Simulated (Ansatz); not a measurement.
Nb4GaSe8 (space group F-43m)

```yaml
crystal:
  lattice:
    - [0.00000, 5.18251, 5.18251]
    - [5.18251, 0.00000, 5.18251]
    - [5.18251, 5.18251, 0.00000]
  atoms:
    - { symbol: Nb, position: [0.14702, 0.14702, 0.55894] }
    - { symbol: Nb, position: [0.14702, 0.55894, 0.14702] }
    - { symbol: Nb, position: [0.55894, 0.14702, 0.14702] }
    - { symbol: Nb, position: [0.14702, 0.14702, 0.14702] }
    - { symbol: Ga, position: [0.75000, 0.75000, 0.75000] }
    - { symbol: Se, position: [0.88529, 0.88529, 0.34414] }
    - { symbol: Se, position: [0.88529, 0.34414, 0.88529] }
    - { symbol: Se, position: [0.34414, 0.88529, 0.88529] }
    - { symbol: Se, position: [0.88529, 0.88529, 0.88529] }
    - { symbol: Se, position: [0.38598, 0.38598, 0.38598] }
    - { symbol: Se, position: [0.38598, 0.38598, 0.84206] }
    - { symbol: Se, position: [0.38598, 0.84206, 0.38598] }
    - { symbol: Se, position: [0.84206, 0.38598, 0.38598] }
```

The slice is a {111} plane (indices of the conventional cell) through the point (0.559, 0.147, 0.147) (fractional), spanned by u = [100] and v = [-1 2 0] in vectors of this cell: u (7.33 Å) and v (12.69 Å, at 90° to u). It covers one period; positions are fractions (u, v).

Level of theory: PBEsol (plane waves to 420 eV, PAW, scalar-relativistic; Ansatz, a quantum-chemistry and plane-wave program). k mesh 6×6×6. These are valence fields of a PAW run, semicore shells included where kept as valence: close to a nucleus they are smooth pseudo fields. Nb4GaSe8 is run without spin polarisation. Nb4GaSe8 was relaxed with its symmetry unable to fall.

Task: Sketch the electrostatic potential energy of an electron, from the cell's mean on this plane as a map.

Result: 
```
|xx046650xxxx140x|
|x01544530xx05610|
|3466335653467764|
|8887556888888888|
|9886445789999999|
|9861000489999999|
|983xxxx079999999|
|870xxxx058999999|
|871xxxx057899999|
|7640xxx267899998|
|5333112334789998|
|0xx04510x0178884|
|xxxx140xxx048860|
|xxxx02xxxxx37850|
|xxxx140xxx046650|
|0xx05610x0154453|
|5346776434663356|
|8888888888875568|
|8999999998864457|
|8999999998610004|
|79999999983xxxx0|
|58999999870xxxx0|
|57899999871xxxx0|
|678999987640xxx2|
|3478999853331123|
|x01788840xx04510|
|xx048860xxxx140x|
|xxx37850xxxx02xx|
```
Scale: ten equal steps from 0.00 (start of '0') to 8.61 (end of '9'), in the order '0123456789'. Values: electrostatic potential energy of an electron, from the cell's mean, in eV. The map has 16 points along u (one character each, u = 0 at the left) and 28 along v (v = 0 in the bottom row). Points within 1 Å of a nucleus are blanked (x), as the pseudised field means little there. Values under 0 eV are set to 0. The zero, the cell's mean, hangs on the PAW cores.
